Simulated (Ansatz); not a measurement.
LaN (zinc blende, space group No. 216) at seven volumes, the program Ansatz at the r²SCAN level (PAW), scaled uniformly. One row is withheld.

```csv
V (Å³/atom),P (GPa)
20.025,10.02
20.685,6.21
21.345,2.89
22.005,0.00
22.665,-2.52
23.326,-4.72
23.986,?
```

Task: Fit the shown pressures and predict the withheld one.

Result: Third-order Birch–Murnaghan: P = (3/2)B₀(x^(7/2) − x^(5/2))[1 + (3/4)(B′ − 4)(x − 1)] with x = (V₀/V)^(2/3). Least squares on the six rows gives V₀ = 22.005 Å³/atom, B₀ = 89.88 GPa, B′ = 3.57. At V = 23.986, x = 0.9442 and P = -6.64 GPa. The run itself gave -6.63 GPa.

Space group F-43m (zinc blende). The start of the workflow was typed in or built on a structure type; neither database checked (COD, Materials Project) lists it. COD files the formula under space group No. 225. Its standing as an ambient phase is unchecked. Symmetry was held in the r²SCAN relaxation; whether a distortion lowers the energy is not shown. Spin–orbit coupling is left out wherever it is not named.

Potentials: the earlier of the program's two PAW sets.
